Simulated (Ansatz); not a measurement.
SiGe:
Space group Pmma (No. 51); a = 3.9198 Å, b = 3.9257 Å, c = 5.5342 Å, α = β = γ = 90.00°

```json
[
 {"atom": "Si", "site": "2e", "symmetry": "mm2", "x": "0.2500", "y": "0.0000", "z": "0.1198"},
 {"atom": "Ge", "site": "2f", "symmetry": "mm2", "x": "0.2500", "y": "0.5000", "z": "0.3692"}
]
```

Relaxed with plane-wave PAW PBEsol (Ansatz code). Indices refer to the conventional cell of Pmma, a = 3.9198 Å, b = 3.9257 Å, c = 5.5342 Å, α = 90.00°, β = 90.00°, γ = 90.00°.

**Question.** Simulate the powder diffraction pattern (Cu Kα, λ = 1.54184 Å; lines above 1 %) up to 2θ = 90°.

**Answer.** Simulated powder pattern, Cu Kα, λ = 1.54184 Å (kinematic, ideal powder, no thermal factors, no anomalous dispersion; the 30 strongest lines at most, above 1 %, up to 2θ = 90°):

| 2θ (°) | d (Å) | I/Imax (%) | hkl |
|---|---|---|---|
| 16.01 | 5.534 | 27 | (001) |
| 22.65 | 3.926 | 30 | (010) |
| 27.86 | 3.202 | 94 | (011) |
| 27.89 | 3.199 | 100 | (101) |
| 36.23 | 2.480 | 22 | (111) |
| 39.88 | 2.261 | 15 | (102) |
| 46.25 | 1.963 | 23 | (020) |
| 46.33 | 1.960 | 23 | (200) |
| 46.35 | 1.959 | 93 | (112) |
| 49.26 | 1.850 | 3.5 | (021) |
| 49.33 | 1.847 | 3.4 | (201) |
| 49.40 | 1.845 | 3.0 | (003) |
| 52.16 | 1.754 | 6.9 | (210) |
| 54.88 | 1.673 | 29 | (121) |
| 54.93 | 1.672 | 27 | (211) |
| 55.00 | 1.670 | 15 | (013) |
| 55.02 | 1.669 | 12 | (103) |
| 60.25 | 1.536 | 2.5 | (113) |
| 62.68 | 1.482 | 7.7 | (122) |
| 67.54 | 1.387 | 15 | (220) |
| 67.73 | 1.384 | 7.2 | (004) |
| 72.43 | 1.305 | 2.4 | (014) |
| 74.51 | 1.273 | 5.3 | (031) |
| 74.64 | 1.272 | 5.7 | (301) |
| 74.64 | 1.272 | 9.8 | (123) |
| 74.68 | 1.271 | 12 | (213) |
| 85.80 | 1.133 | 15 | (132) |
| 85.91 | 1.131 | 15 | (312) |
| 85.96 | 1.131 | 7.5 | (024) |
| 86.01 | 1.130 | 7.5 | (204) |

The start of the workflow was typed in or built on a structure type; neither database checked (COD, Materials Project) lists it. Its standing as an ambient phase is unchecked. The cell was relaxed with PBEsol under the symmetry of its start; of distortions, only those at the zone centre were tested.

Potentials: the later of the program's two PAW sets.
